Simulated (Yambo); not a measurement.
G0W0@PBEsol for AlAs (zinc blende, space group F-43m, No. 216) in Yambo. Reference settings: 4×4×4 Γ-centred k mesh, 104 bands and a 10 Ry block in the screening, 104 bands in G with the Bruneval-Gonze terminator, plasmon pole fitted at 27.2 eV. The PBEsol gap Γ → X on this mesh is 1.34 eV; G0W0 gaps are taken between the same points.

With and without the terminator, as bands are cut:

| bands in G (in W) | gap, terminator (eV) | gap, none (eV) | valence shift, terminator (eV) | valence shift, none (eV) |
|---|---|---|---|---|
| 37 (104) | 2.481 | 2.294 | -1.066 | -0.674 |
| 66 (104) | 2.488 | 2.407 | -1.095 | -0.931 |
| 104 (104) | 2.492 | 2.459 | -1.103 | -1.035 |

Over this range the gap spans 0.011 eV with the terminator and 0.165 eV without, the valence shift 0.037 eV and 0.361 eV. Neither column has reached its limit for certain.

The standard potential for As keeps a d shell in the valence without the s and p states of that shell. In tests on such compounds this moved G0W0 gaps by up to about 0.9 eV, so absolute quasiparticle energies here are unreliable; differences between settings are what counts.

Spin-orbit coupling is not included.

Geometry relaxed with PBEsol; primitive cell a = 4.013 Å, b = 4.013 Å, c = 4.013 Å, α = 60.00°, β = 60.00°, γ = 60.00°.

A shift is the quasiparticle energy of the state minus its PBEsol energy.
